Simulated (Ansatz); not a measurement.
TaAl (rock salt, space group No. 225) at seven volumes, PBEsol in the plane-wave PAW code Ansatz, scaled uniformly. One row is withheld.

```tsv
V (Å³/atom)	P (GPa)
16.283	14.83
16.820	9.13
17.357	4.24
17.894	0.02
18.431	-3.62
18.968	-6.75
19.504	?
```

Question: Fit the shown pressures and predict the withheld one.

Answer: Third-order Birch–Murnaghan: P = (3/2)B₀(x^(7/2) − x^(5/2))[1 + (3/4)(B′ − 4)(x − 1)] with x = (V₀/V)^(2/3). Least squares on the six rows gives V₀ = 17.897 Å³/atom, B₀ = 130.2 GPa, B′ = 3.94. At V = 19.504, x = 0.9443 and P = -9.45 GPa. The run itself gave -9.45 GPa.

Space group Fm-3m (rock salt). The start of the workflow was typed in or built on a structure type; neither database checked (COD, Materials Project) lists it. Its standing as an ambient phase is unchecked. The PBEsol relaxation kept the symmetry of its start. At this level the phase is mechanically unstable. No spin polarisation was allowed. Its formation energy is positive at this level, so the cell may be metastable or incomplete. Scalar-relativistic: spin–orbit coupling is off unless named, which matters more the heavier the elements.

Potentials: the earlier of the program's two PAW sets. The files were generated under PBE; for other functionals the program regenerates the frozen cores, and for LDA and PBEsol the local potential too.
